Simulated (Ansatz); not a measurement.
Input file for Ansatz (a first-principles code):

Ansatz 0.2 input:
```yaml
crystal:
  lattice:
    - [0.0, 2.2760686502, 2.2760686502]
    - [2.2760686502, 0.0, 2.2760686502]
    - [2.2760686502, 2.2760686502, 0.0]
  atoms:
    - { symbol: N, position: [0.0, 0.0, 0.0] }
    - { symbol: Zr, position: [0.5, 0.5, 0.5] }
kpoints:
  mp_grid: { grid: [15, 15, 15] }
basis: { xc_grid: 2 }
hamiltonian:
  xc: pbesol
  pseudopotentials: { kind: paw }
scf:
  occupations: { method: gaussian, width: 0.05 }
checkpoint: { read: metal.run }
output: { bader: true, populations: true }
```

Output (shortened):

```
Pseudopotential: N, paw, valence charge 5
Pseudopotential: Zr, paw, valence charge 12
Functional definition: PBEsol
Crystal: 2 atoms, lattice volume = 23.582 Å³
Basis set: ecut = 420 eV, 459 PW (Γ), exchange–correlation on 48×48×48 points (8 copies of the dense FFT grid, shifted against one another)
Bands: 17, of which v1, the nominal top of the filled ones, is band 9 counted from 1 (8 counted from 0)
Symmetry: 48 space group operations
Space group: Fm-3m (ITA 225), of the structure as read, at distance tolerance 2.9e-5 Å
k-points: 120 of 3375
Stability of the state it starts from, as read at its close in the unpolarized treatment …
iter 1 solved again at ethr=8.16e-9 eV; its pass at ethr=3.10e-3 eV (dr2=1.39e-6 eV) is discarded
SCF iter   1: F=—  HF=-4510.975291 eV  |F-HF|=—  |Δ(HF+E_count)|=         —  Δρ=9.57e-7  dr2=6.77e-11  ethr=8.16e-9  ⟨swp⟩=3.0  Hψ=15319  notcnv=0
preconditioner: auto → none
SCF iter   2: F=-4510.975291 eV  HF=-4510.975291 eV  |F-HF|=9.09e-12  |Δ(HF+E_count)|=  5.08e-10  Δρ=4.92e-7  dr2=1.64e-11  ethr=1.00e-12  ⟨swp⟩=5.1  Hψ=6575  notcnv=0
SCF 1 converged in 2 iterations: F = -4510.975291 eV  dr2 = 1.64e-11
SCF converged after 2 iterations
Free energy (F): -4510.975291 eV
Harris-Foulkes:  -4510.975291 eV  (|F-HF|=9.09e-12)
Internal energy: -4510.974461 eV  (E = F + TS)
E sigma→0 (E₀):  -4510.974876 eV
Entropy (-TS):   -0.000830 eV (-0.415 meV/atom)
Fermi energy:    17.943598 eV
--- Per-component energies (eV) ---
  E_band       = -20.713398
  E_kinetic    = 468.186850
  E_local      = -610.607156  (includes V_loc(G=0)·N_el)
  E_nonlocal   = 124.922739
  E_hartree    = 183.306549
  E_xc         = -222.834321
  E_vxc        = -270.164369  (∫ρ·V_xc dr)
  E_paw        = -3021.798549  (= ΣΔE_a)
  E_vpaw       = -99.664648  (= ΣTr[D̂ρ^β])
  E_aug_tail   = 0.000115  (compensation charges beyond the density's cutoff)
  E_ewald      = -1432.344507
  E_core_change = 0.193819  (= ΣΔE_core)
  E_smearing   = -0.000830  (= −TS)
  E_closure    = 0.000000  (closes the sum)
  Σ components = -4510.975291   (vs F -4510.975291, Δ=0.00e0)
  [band-id]    e_kinetic+e_local+e_nonlocal+2·e_hartree+e_vxc+e_vpaw+e_augmentation_tail = -20.713371   (vs E_band -20.713398, Δ=2.63e-5)
--- Band table (eV; the first three rows and the last of 120) ---
  k-point 0: bands = ["-31.4588", "-9.0839", "-9.0839", "-9.0839", "1.6246", "15.2688", "15.2688", "15.2688", "17.5049", "17.5049", "17.5049", "19.5534", "19.5534", "20.9889", "27.0473", "40.8449", "40.8449"]
  k-point 1: bands = ["-31.4521", "-9.1464", "-9.0884", "-9.0884", "1.7224", "14.8673", "14.9915", "14.9915", "17.6478", "17.6478", "17.6500", "19.9011", "19.9011", "21.2576", "27.3618", "39.6449", "40.1988"]
  k-point 2: bands = ["-31.4330", "-9.3185", "-9.1009", "-9.1009", "1.9978", "13.9830", "14.3831", "14.3831", "17.9170", "18.0118", "18.0118", "20.7715", "20.7715", "21.9440", "28.2215", "37.8017", "38.6696"]
  k-point 119: bands = ["-31.2496", "-9.8202", "-9.7871", "-9.5182", "2.8171", "12.3597", "13.1616", "13.1622", "18.6512", "19.3488", "22.6108", "22.8350", "24.0943", "29.5798", "29.7401", "30.2688", "33.7956"]
--- Löwdin populations: 2 sites ---
  site symbol       q [e]
     0      N      5.6760
     1     Zr     11.2588
  spilling = 0.003836 (of n_electrons = 17.000000)
--- Bader charges: 2 sites ---
  site symbol  charge [e]  shift [e]
     0      N     -1.8680     0.0010
     1     Zr      1.8680     0.0010
  shift: an alarm, by how much a part of what the PAW files miss would move the charge. Where it is large, compare
  with a run on PAW files of another source; a small one proves nothing
  estimated error of the sums over rays = 5.0e-4 e
```

Cost: around 14 core-seconds (rough) on shared cores.

Symmetry was held in the PBEsol relaxation. No spin polarisation was allowed. With an odd number of electrons in the cell and no spin polarisation, the count alone makes it a metal. Spin–orbit coupling is left out wherever it is not named.

Potentials: the later of the program's two PAW sets.

Ansatz is a plane-wave DFT program.
